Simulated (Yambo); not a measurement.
Absorption of K2TiF6 (space group P-3m1, No. 164) with and without the electron-hole interaction (Yambo, LDA bands; 3×3×4 mesh, 18 valence and 13 conduction bands, static screening with 82 bands and a 3 Ry block, scissor 4.53 eV, Tamm-Dancoff; field along x). Axes are Cartesian, with cell vectors (Å) (5.69, 0.00, 0.00), (-2.84, 4.92, 0.00), (0.00, 0.00, 4.59).

| E (eV) | Im ε, BSE | Im ε, independent quasiparticles |
|---|---|---|
| 5.05 | 0.03 | 0.01 |
| 5.15 | 0.03 | 0.01 |
| 5.25 | 0.03 | 0.01 |
| 5.35 | 0.03 | 0.01 |
| 5.45 | 0.03 | 0.01 |
| 5.55 | 0.04 | 0.02 |
| 5.65 | 0.04 | 0.02 |
| 5.75 | 0.04 | 0.02 |
| 5.85 | 0.05 | 0.02 |
| 5.95 | 0.06 | 0.02 |
| 6.05 | 0.07 | 0.02 |
| 6.15 | 0.08 | 0.02 |
| 6.25 | 0.10 | 0.02 |
| 6.35 | 0.14 | 0.02 |
| 6.45 | 0.20 | 0.02 |
| 6.55 | 0.32 | 0.02 |
| 6.65 | 0.43 | 0.02 |
| 6.75 | 0.39 | 0.03 |
| 6.85 | 0.35 | 0.03 |
| 6.95 | 0.43 | 0.03 |
| 7.05 | 0.67 | 0.03 |
| 7.15 | 1.05 | 0.03 |
| 7.25 | 1.00 | 0.03 |
| 7.35 | 0.72 | 0.03 |
| 7.45 | 0.53 | 0.04 |
| 7.55 | 0.52 | 0.04 |
| 7.65 | 0.71 | 0.04 |
| 7.75 | 1.09 | 0.04 |
| 7.85 | 1.02 | 0.05 |
| 7.95 | 0.60 | 0.05 |
| 8.05 | 0.37 | 0.06 |
| 8.15 | 0.26 | 0.06 |
| 8.25 | 0.22 | 0.07 |
| 8.35 | 0.20 | 0.07 |
| 8.45 | 0.20 | 0.08 |
| 8.55 | 0.21 | 0.09 |
| 8.65 | 0.24 | 0.10 |
| 8.75 | 0.30 | 0.12 |
| 8.85 | 0.37 | 0.13 |
| 8.95 | 0.40 | 0.16 |
| 9.05 | 0.40 | 0.18 |
| 9.15 | 0.38 | 0.23 |
| 9.25 | 0.37 | 0.29 |
| 9.35 | 0.39 | 0.38 |
| 9.45 | 0.48 | 0.53 |
| 9.55 | 0.65 | 0.80 |
| 9.65 | 0.96 | 1.23 |
| 9.75 | 1.45 | 1.91 |
| 9.85 | 1.60 | 2.77 |
| 9.95 | 1.21 | 3.14 |
| 10.05 | 1.08 | 2.82 |
| 10.15 | 1.21 | 2.66 |
| 10.25 | 1.24 | 2.82 |
| 10.35 | 1.31 | 3.17 |
| 10.45 | 1.64 | 3.39 |
| 10.55 | 2.34 | 2.94 |
| 10.65 | 3.47 | 2.14 |
| 10.75 | 5.32 | 1.50 |
| 10.85 | 8.35 | 1.24 |
| 10.95 | 8.22 | 1.27 |
| 11.05 | 5.36 | 1.39 |
| 11.15 | 3.70 | 1.36 |
| 11.25 | 3.00 | 1.11 |
| 11.35 | 2.47 | 0.84 |
| 11.45 | 2.48 | 0.64 |
| 11.55 | 2.29 | 0.52 |
| 11.65 | 1.98 | 0.44 |
| 11.75 | 1.63 | 0.42 |
| 11.85 | 1.61 | 0.42 |
| 11.95 | 1.77 | 0.45 |

The scissor comes from a G0W0 run whose convergence isn't established. Broadening 0.15 eV. The band window holds all transitions up to 17.0 eV. Fine structure above the onset can come from the mesh.

Geometry of the Materials Project entry, not relaxed at this level; primitive cell a = b = 5.6851 Å, c = 4.5902 Å, α = β = 90.00°, γ = 120.00°.
